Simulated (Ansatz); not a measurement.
Starting cell, SiC (zinc blende):

```xyz
2
Lattice="0.0000 2.1899 2.1899 2.1899 0.0000 2.1899 2.1899 2.1899 0.0000" Properties=species:S:1:pos:R:3 pbc="T T T"
C      3.2848     3.2848     3.2848
Si     0.0000     0.0000     0.0000
```

A phonon eigenvector at Γ is frozen into this cell: atom i moves by Q times the vector below, so Q is the largest atomic displacement, in Å. The cell is held. It is one choice among 3 degenerate patterns.

```tsv
atom	x	y	z
C1	0.000	0.000	-1.000
Si2	0.000	0.000	0.428
```

Level of theory: PBE (plane waves to 420 eV, PAW, scalar-relativistic; Ansatz, a quantum-chemistry and plane-wave program). k mesh 13×13×13 (Γ-centred), Fermi-Dirac smearing 0.05 eV. E stands for the smeared free energy. SiC was relaxed with its symmetry unable to fall. ΔE is measured from the undisplaced structure.

Successive frames, forces in eV/Å:

```csv
frame,ΔE (eV/cell),F on C1,F on Si2
Q = 0.280 Å,1.338,"(0.000, 0.000, 5.992)","(0.000, 0.000, -5.992)"
Q = 0.233 Å,0.960,"(0.000, 0.000, 5.344)","(0.000, 0.000, -5.344)"
Q = 0.187 Å,0.630,"(0.000, 0.000, 4.513)","(0.000, 0.000, -4.513)"
Q = 0.140 Å,0.362,"(0.000, 0.000, 3.526)","(0.000, 0.000, -3.526)"
```

**Question.** What are the energy and the forces in the next frame, Q = 0.093 Å?

**Answer.** ΔE (eV/cell) = 0.163.

```csv
atom,Fx,Fy,Fz
C1,0.000,0.000,2.419
Si2,0.000,0.000,-2.419
```

(A displaced cell: forces are minus the slopes of the energy, force constants its curvatures, and phonons follow from these.)
